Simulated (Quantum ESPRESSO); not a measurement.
# Band energies of LiCl at -3 % isotropic strain

```xyz
2
Lattice="0.0000 2.4554 2.4554 2.4554 0.0000 2.4554 2.4554 2.4554 0.0000" Properties=species:S:1:pos:R:3 pbc="T T T"
Li     0.0000     0.0000     0.0000
Cl     2.4554     2.4554     2.4554
```

norm-conserving PBEsol (Quantum ESPRESSO, 74 Ry, no spin-orbit coupling); path ΓXWKΓLUWLK,UX; energies in eV from the valence-band maximum.

```
k (1/Å)  point  band 1  band 2  band 3  band 4  band 5  band 6  band 7  band 8
-------  -----  ------  ------  ------  ------  ------  ------  ------  ------
0.00         Γ  -42.65  -13.91    0.00    0.00    0.00    6.94   11.71   11.71
0.43            -42.65  -13.68   -0.94   -0.40   -0.40    8.24   10.13   10.71
0.85            -42.65  -13.12   -2.72   -1.09   -1.09    8.40    8.50   11.34
1.28         X  -42.65  -12.78   -3.62   -1.40   -1.40    7.79    7.96   13.44
1.92         W  -42.65  -12.79   -2.69   -2.69   -1.33    9.85   10.28   10.60
2.37         K  -42.65  -12.82   -3.13   -2.23   -1.06    7.96   10.10   12.01
2.79            -42.65  -13.09   -2.61   -1.97   -0.41    8.19   10.24   10.41
3.21            -42.65  -13.58   -1.53   -0.69   -0.03    8.08   10.19   10.83
3.73         Γ  -42.65  -13.91    0.00    0.00    0.00    6.94   11.71   11.71
4.13            -42.65  -13.71   -1.21   -0.11   -0.11    7.59   10.92   11.30
4.53            -42.65  -13.29   -2.95   -0.28   -0.28    6.96    9.72    9.72
4.84         L  -42.65  -13.14   -3.45   -0.33   -0.33    6.65    9.32    9.32
4.93            -42.65  -13.13   -3.44   -0.42   -0.35    6.77    9.32    9.39
5.42            -42.65  -12.89   -3.03   -2.15   -0.86    8.01   10.40   11.16
5.62         U  -42.65  -12.82   -3.13   -2.23   -1.06    7.96   10.10   12.01
5.85            -42.65  -12.81   -3.01   -2.34   -1.21    8.62   10.16   11.27
6.07         W  -42.65  -12.79   -2.69   -2.69   -1.33    9.85   10.28   10.60
6.25            -42.65  -12.83   -2.80   -2.51   -1.19    9.56    9.61   11.05
6.62            -42.65  -13.02   -3.25   -1.30   -0.60    7.83    9.28   10.21
6.98         L  -42.65  -13.14   -3.45   -0.33   -0.33    6.65    9.32    9.32
7.06            -42.65  -13.13   -3.44   -0.40   -0.35    6.74    9.32    9.37
7.41            -42.65  -12.98   -3.18   -1.62   -0.67    7.91    9.71   10.45
7.76         K  -42.65  -12.82   -3.13   -2.23   -1.06    7.96   10.10   12.01
7.76         U  -42.65  -12.82   -3.13   -2.23   -1.06    7.96   10.10   12.01
8.21         X  -42.65  -12.78   -3.62   -1.40   -1.40    7.79    7.96   13.44
```

The PBEsol gap is indirect, 6.65 eV, from 77 % of the way from K to Γ to L; the smallest direct gap is 6.94 eV. Another valence extremum on the path lies within 0.02 eV, too close to call.

Geometry strained from the cell relaxed with PBEsol, atoms relaxed again.
